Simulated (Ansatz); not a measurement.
Input:

SnSe (zinc blende, F-43m), a = 6.780 Å, b = 6.780 Å, c = 6.780 Å, α = 90.00°, β = 90.00°, γ = 90.00°; the cell used has 2 atoms.

This is the PBE-relaxed structure.

Task: All from the program Ansatz at the PBE level (PAW), unless another level is named. Predict the electronic character.

Result: no gap, with almost no states at the Fermi level (zero-gap or semimetallic).

Task: Predict the formation energy from the elements (no fitted shifts).

Result: -0.20 eV/atom.

Task: What about the gap with spin–orbit coupling?

Result: none (metallic).

The start of the workflow was typed in or built on a structure type; neither database checked (COD, Materials Project) lists it. It is not the phase usual at ambient conditions (space group No. 62). The PBE relaxation kept the symmetry of its start; whether a distortion lowers the energy is not shown. The volume moved by 17 % from the start of the relaxation. A small band overlap can be real or an error of a semilocal functional. The references are the lowest solids computed at this level, not always the standard phases. Scalar-relativistic: spin–orbit coupling is off unless named, which matters more the heavier the elements.

Potentials: the later of the program's two PAW sets.
